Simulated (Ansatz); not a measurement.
A distorted cell of Ca (fcc, Cu type):

```yaml
crystal:
  lattice:
    - [0.00000, 2.74665, 2.74665]
    - [2.74665, 0.00000, 2.74665]
    - [2.74665, 2.74665, 0.00000]
  atoms:
    - { symbol: Ca, position: [0.00000, 0.00000, 0.00000] }
```

Level of theory: r2SCAN (plane waves to 500 eV, PAW, scalar-relativistic; Ansatz, an electronic-structure program). k mesh 14×14×14 (Γ-centred), Fermi-Dirac smearing 0.05 eV. The energy includes the smearing's −TS. Compression counts positive. With partly filled bands, the response to shear is sensitive to the k mesh, so small differences along c/a are uncertain. Ca was relaxed with its symmetry unable to fall. The PAW data are Ansatz's earlier set.

### Question
Give the stress tensor in GPa and the pressure.

### Answer
```
    0.8      0.0      0.0
    0.0      0.8      0.0
    0.0      0.0      0.8
```
The pressure, a third of the trace, is 0.8 GPa.

### Question
It is the relaxed cell deformed to V/V₀ = 0.960, (c/a)/(c/a)₀ = 1.000, c along z, fractional positions held. What is its energy relative to the relaxed cell?

### Answer
4 meV/atom.

(A scan under strain: stresses follow from slopes of the energy per volume, elastic moduli from its curvatures.)
